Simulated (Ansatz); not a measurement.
Question: Name crystals whose computed values (plane-wave PAW PBEsol (Ansatz code)) fall in these windows: B₀ by P(V) fit (GPa) 110 to 150; Θ_D (K) 400 to 520.

Answer: 

```csv
crystal,B₀ by P(V) fit (GPa),Θ_D (K)
"ZrGeS, P4/nmm (Zr on 2c, Ge on 2a, S on 2c)",132,469
"Ti2InN, P6_3/mmc (Ti on 4f, In on 2c, N on 2a)",144,512
"InCo3SnS2, R-3m (In on 3b, Co on 9e, Sn on 3a, S on 6c)",118,412
"Zr2InN, P6_3/mmc (Zr on 4f, In on 2d, N on 2a)",143,433
"ScS, rock salt",110,513
```
Others may fit too.

Standing as an ambient phase not checked: ZrGeS, P4/nmm (Zr on 2c, Ge on 2a, S on 2c); Ti2InN, P6_3/mmc (Ti on 4f, In on 2c, N on 2a); InCo3SnS2, R-3m (In on 3b, Co on 9e, Sn on 3a, S on 6c); Zr2InN, P6_3/mmc (Zr on 4f, In on 2d, N on 2a); ScS, rock salt. All cells were relaxed under the symmetry of their starts (and spin orders); stability against distortions was not tested throughout. Rows with no word on spin ran without spin polarisation. Spin–orbit coupling is left out wherever it is not named.

Potentials: the later of the program's two PAW sets.
